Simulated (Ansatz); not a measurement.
AlN (zinc blende, F-43m), the program Ansatz at the PBE level (PAW): ε∞ = 4.62, cell volume 21.34 Å³. Infrared-active transverse modes:

```json
[
 {"ω_TO (cm⁻¹)": "634.6", "oscillator strength S_xx (e²/amu)": "0.7049"}
]
```

Task: Compute the static dielectric constant.

Result: Each mode adds (4.921e7/V) S/ω²: 4.03. So ε0 = 8.66.

Task: What LO frequency does the Lyddane–Sachs–Teller relation give?

Result: ω_LO = ω_TO √(ε0/ε∞) = 868 cm⁻¹.

The cell was relaxed with PBE under the symmetry of its start; phonons on a q-mesh show no instability.

Potentials: the later of the program's two PAW sets.
